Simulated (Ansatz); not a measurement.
**YRh3B: pressure against volume**

YRh3B, Pm-3m, a = 4.175 Å. The structure is a COD entry; whether it is the stable form wasn't checked. Ansatz: r2SCAN, PAW, 500 eV, Γ-centred 8×8×8 mesh on 5 atoms, Gaussian smearing 0.10 eV; no spin polarisation. Symmetry fixes shape and atoms, so the cell is only scaled; pressure is positive in compression.

```
V (Å³/atom) P (GPa)
     12.810    33.48
     13.247    22.90
     13.684    13.96
     14.120        ?
     14.557    -0.01
     14.994    -5.43
     15.431   -10.02
     16.013   -15.06
```

**Question.** Take V0 = 14.557 Å³/atom, count pressures from its P0 = -0.01 GPa, fit the third-order Birch–Murnaghan form to the other rows, and predict the missing pressure.

**Answer.** With the Eulerian strain f = ½[(V0/V)^(2/3) − 1] and y = (P − P0)/[3f(1 + 2f)^(5/2)], the form is the line y = B0 + 1.5 B0 (B0′ − 4) f. Rows (f, y): 0.04448, 202.8; 0.03244, 201.2; 0.02105, 199.5; -0.00976, 194.5; -0.01906, 192.9; -0.03079, 191.0. Means f = 0.006393, y = 196.98; Σ(Δf)² = 0.004635, ΣΔfΔy = 0.7348; the slope is their ratio. y = 196.0 + 158.5 f GPa, so B0 = 196.0 GPa and B0′ = 4 + 2 × (158.5)/(3 × 196.0) = 4.54. At V = 14.120, f = 0.01026, y = 197.63 and P = 6.39 GPa. The run gave 6.39 GPa, the same to the digits shown.

Cost: 8 runs of about 2.5 core-minutes in all, on Arm Neoverse V1 (shared hosts).